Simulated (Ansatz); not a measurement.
ZnSn2O:
```cif
data_O3Sn6Zn3
_chemical_formula_sum 'Zn3 O3 Sn6'
_space_group_name_H-M_alt 'R3m :H'
_space_group_IT_number 160
_space_group_name_Hall 'R 3 -2"'
_cell_length_a 3.95876
_cell_length_b 3.95876
_cell_length_c 20.75622
_cell_angle_alpha 90.000
_cell_angle_beta 90.000
_cell_angle_gamma 120.000
loop_
_atom_site_label
_atom_site_type_symbol
_atom_site_symmetry_multiplicity
_atom_site_Wyckoff_symbol
_atom_site_fract_x
_atom_site_fract_y
_atom_site_fract_z
_atom_site_occupancy
Zn1 Zn 3 a 0.00000 0.00000 0.02807 1
O1 O 3 a 0.00000 0.00000 0.12541 1
Sn1 Sn 3 a 0.00000 0.00000 0.47541 1
Sn2 Sn 3 a 0.00000 0.00000 0.62114 1
```
(The calculation used a cell of 4 atoms; values per cell refer to that cell.)

Relaxed with DFT-PBE in the program Ansatz with PAW potentials. Indices refer to the conventional cell of R3m, a = 3.9588 Å, b = 3.9588 Å, c = 20.7562 Å, α = 90.00°, β = 90.00°, γ = 120.00°.

Question: Simulate the powder diffraction pattern (Cu Kα, λ = 1.54184 Å; lines above 1 %) up to 2θ = 90°.

Answer: Simulated powder pattern, Cu Kα, λ = 1.54184 Å (kinematic, ideal powder, no thermal factors, no anomalous dispersion; the 30 strongest lines at most, above 1 %, up to 2θ = 90°):

```tsv
2θ (°)	d (Å)	I/Imax (%)	hkl
25.75	3.459	28	(0006)
26.35	3.383	35	(1 0 -1 1)
27.40	3.255	100	(0 1 -1 2)
33.91	2.643	47	(0 1 -1 5)
39.06	2.306	7.9	(0009)
40.21	2.243	53	(1 0 -1 7)
43.76	2.069	21	(0 1 -1 8)
45.84	1.979	51	(1 1 -2 0)
52.94	1.730	4.1	(0 0 0 12)
53.32	1.718	22	(1 1 -2 6)
53.65	1.708	5.1	(0 2 -2 1)
54.24	1.691	14	(2 0 -2 2)
55.60	1.653	2.6	(0 1 -1 11)
58.23	1.584	9.9	(2 0 -2 5)
61.76	1.502	12	(1 1 -2 9)
62.59	1.484	14	(0 2 -2 7)
64.37	1.447	8.9	(1 0 -1 13)
65.23	1.430	6.0	(2 0 -2 8)
67.71	1.384	2.4	(0 0 0 15)
69.02	1.361	8.0	(0 1 -1 14)
72.58	1.302	9.2	(1 1 -2 12)
73.18	1.293	4.2	(2 1 -3 1)
73.68	1.286	11	(1 2 -3 2)
77.11	1.237	8.5	(1 2 -3 5)
80.97	1.187	13	(2 1 -3 7)
82.58	1.168	4.4	(0 2 -2 13)
83.37	1.159	6.0	(1 2 -3 8)
84.84	1.143	8.0	(3 0 -3 0)
85.65	1.134	7.6	(1 1 -2 15)
86.86	1.121	4.3	(2 0 -2 14)
```

The start of the workflow was typed in or built on a structure type; neither database checked (COD, Materials Project) lists it. Whether it is the stable phase at ambient conditions was not checked. Symmetry was held in the PBE relaxation; its stability against distortions is not shown here. The volume moved by 34 % from the start of the relaxation. Scalar-relativistic: spin–orbit coupling is off unless named, which matters more the heavier the elements.

Potentials: the earlier of the program's two PAW sets.
